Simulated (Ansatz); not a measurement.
AlIn₂N₃: hydrostatic pressure series

All numbers below come from Ansatz, DFT PBEsol, scalar-relativistic, plane waves, PAW. (420 eV cutoff, 6×6×6 k-mesh, Gaussian smearing of 0.02 eV, no spin polarisation)

The relaxed crystal:

```
Al In N
1.0
     5.09350   -2.93131    0.00000
     5.09350    2.93131    0.00000
     0.00000    0.00000    5.44502
Al In N
2 4 6
Direct
  0.34071 0.65929 0.98927
  0.65929 0.34071 0.48927
  0.98845 0.33553 0.98727
  0.66447 0.01155 0.98727
  0.01155 0.66447 0.48727
  0.33553 0.98845 0.48727
  0.97053 0.33277 0.38485
  0.66723 0.02947 0.38485
  0.02947 0.66723 0.88485
  0.33277 0.97053 0.88485
  0.36716 0.63284 0.33849
  0.63284 0.36716 0.83849
```

Cell and atoms are relaxed at each pressure within the symmetry of the start, at zero temperature, so transitions that lower the symmetry aren't seen. The k-mesh given is that at zero pressure and may differ at others. a, b and c are the lengths of the cell vectors above. Gaps are Kohn–Sham gaps over the whole zone.

| P (GPa) | V (Å³/atom) | V/V0 | a (Å) | b (Å) | c (Å) |
| --- | --- | --- | --- | --- | --- |
| -1 | 13.64 | 1.007 | 5.889 | 5.889 | 5.458 |
| 0 | 13.55 | 1.000 | 5.877 | 5.877 | 5.445 |
| 1 | 13.46 | 0.994 | 5.865 | 5.865 | 5.432 |
| 4 | 13.22 | 0.976 | 5.831 | 5.831 | 5.398 |
| 12 | 12.68 | 0.936 | 5.754 | 5.754 | 5.317 |
| 25 | 11.98 | 0.884 | 5.654 | 5.654 | 5.207 |

Problem. What bulk modulus and pressure derivative fit these points?

Solution. A third-order Birch–Murnaghan fit gives B0 = 157 GPa and B0' = 4.2.

Problem. Which cell vector or vectors give way most up to 25 GPa?

Solution. c: the changes are a -3.8 %, b -3.8 %, c -4.4 %.

Problem. What does pressure do to the gap?

Solution. The gaps are 0.93 eV at -1 GPa, 0.95 eV at 0 GPa, 0.98 eV at 1 GPa, 1.06 eV at 4 GPa, 1.23 eV at 12 GPa, 1.47 eV at 25 GPa.